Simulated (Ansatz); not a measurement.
Li (fcc, Cu type)

```
Li
1.0
    0.00000     2.11676     2.11676
    2.11676     0.00000     2.11676
    2.11676     2.11676     0.00000
Li
1
Direct
  0.00000   0.00000   0.00000
```

All values below come from LDA (plane waves to 420 eV, PAW, scalar-relativistic; Ansatz, a first-principles code). DFPT wavenumbers on a 20×20×20 k mesh, in cm⁻¹ and rounded to 5; i marks imaginary ones, q is in fractions of the reciprocal vectors of the cell shown, and the three acoustic modes at Γ are left out. Li was relaxed with its symmetry unable to fall. This is one of several known forms of Li; the measured ambient cells at hand have space group No. 229.

Question: Does any mode at L = (0.5, 0.0, 0.0), X = (0.5, 0.5, 0.0) come out imaginary?

Answer: No imaginary mode at these points (lowest 130 cm⁻¹ at L = (0.5, 0.0, 0.0)); other wave vectors were not tested.

Question: Predict the phonon wavenumbers at L = (0.5, 0.0, 0.0), X = (0.5, 0.5, 0.0).

Answer: 
```tsv
q	wavenumbers (cm⁻¹)
L = (0.5, 0.0, 0.0)	130 (×2), 330
X = (0.5, 0.5, 0.0)	245 (×2), 360
```
